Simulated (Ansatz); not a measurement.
Data:

SrZrO3:
```xyz
10
Lattice="-2.8682 2.8682 4.1618 2.8682 -2.8682 4.1618 2.8682 2.8682 -4.1618" Properties=species:S:1:pos:R:3 pbc="T T T"
Sr     0.0000     2.8682     2.0809
Sr     2.8682     0.0000     2.0809
Zr     0.0000     0.0000     0.0000
Zr     0.0000     0.0000     4.1618
O      3.9544     1.0862     0.0000
O     -1.0862     1.7821     4.1618
O      1.7821     1.0862     4.1618
O      1.0862     1.7821     0.0000
O      0.0000     0.0000     2.0809
O      0.0000     0.0000     6.2427
```

This is the PBEsol-relaxed structure.

Problem. All from PBEsol (plane waves, PAW; program Ansatz), unless another level is named. Give the gap with spin–orbit coupling.

Solution. 3.68 eV.

Problem. Predict the electron effective mass with spin–orbit coupling.

Solution. 0.50, 0.85, 0.85 mₑ (principal values).

Problem. Predict the HSE06 gap on the PBEsol cell.

Solution. 5.29 eV.

Problem. And the valence-band maximum?

Solution. at X.

Space group I4/mcm. The workflow started from a Materials Project entry (that database holds measured and hypothetical structures alike); the Crystallography Open Database copy checked does not list it. COD files the formula under space group No. 62, 63, 221. Whether it is the stable phase at ambient conditions was not checked. Symmetry was held in the PBEsol relaxation. At this level the phase is dynamically unstable (imaginary phonons). The run is not spin-polarised. Scalar-relativistic: spin–orbit coupling is off unless named, which matters more the heavier the elements.

Potentials: the later of the program's two PAW sets.
